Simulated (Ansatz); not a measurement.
ZnSnP2:
```cif
data_P8Sn4Zn4
_chemical_formula_sum 'Zn4 Sn4 P8'
_space_group_name_H-M_alt 'I-42d'
_space_group_IT_number 122
_space_group_name_Hall 'I -4 2bw'
_cell_length_a 5.70238
_cell_length_b 5.70238
_cell_length_c 11.43589
_cell_angle_alpha 90.000
_cell_angle_beta 90.000
_cell_angle_gamma 90.000
loop_
_atom_site_label
_atom_site_type_symbol
_atom_site_symmetry_multiplicity
_atom_site_Wyckoff_symbol
_atom_site_fract_x
_atom_site_fract_y
_atom_site_fract_z
_atom_site_occupancy
Zn1 Zn 4 a 0.00000 0.00000 0.00000 1
Sn1 Sn 4 b 0.00000 0.00000 0.50000 1
P1 P 8 d 0.22779 0.25000 0.12500 1
```
(The calculation used a cell of 8 atoms; values per cell refer to that cell.)

Relaxed with PBE. DFT-PBE in the program Ansatz with PAW potentials gives a gap of 0.68 eV.

Problem. What gap does HSE06 give on the same cell (Ansatz, PAW)?

Solution. 1.50 eV, 0.82 eV more. The hybrid was solved on a coarser mesh and at special points; the gap given is the minimum over both.

```tsv
k	v1 PBE	c1 PBE	v1 HSE06	c1 HSE06
Γ	0.00	0.68	0.00	1.50
M	-1.30	1.38	…	…
X	-0.76	1.06	…	…
P	-1.01	1.59	…	…
N	-0.93	2.38	…	…
S0	-0.89	1.61	-0.98	2.30
R	-1.03	1.39	-1.12	2.15
```

Problem. Top valence (v1) and lowest conduction level (c1) in eV from each method's valence maximum (which need not be a listed point): supply the withheld HSE06 values.

Solution. 
- X, v1 HSE06: -0.86
- X, c1 HSE06: 1.81
- P, v1 HSE06: -1.10
- P, c1 HSE06: 2.34
- N, v1 HSE06: -1.03
- N, c1 HSE06: 3.22
- M, v1 HSE06: -1.44
- M, c1 HSE06: 2.07

Cost on shared cores: the PBE run (SCF on a 7×7×7 mesh, then bands and DOS) about 3 core-minutes (a rough figure), the HSE06 run (SCF on 4×4×4, then a few points) around 10 core-minutes (rough); the tasks are unlike.

The cell was relaxed with PBE under the symmetry of its start. Scalar-relativistic: spin–orbit coupling is off unless named, which matters more the heavier the elements.

Potentials: the later of the program's two PAW sets.
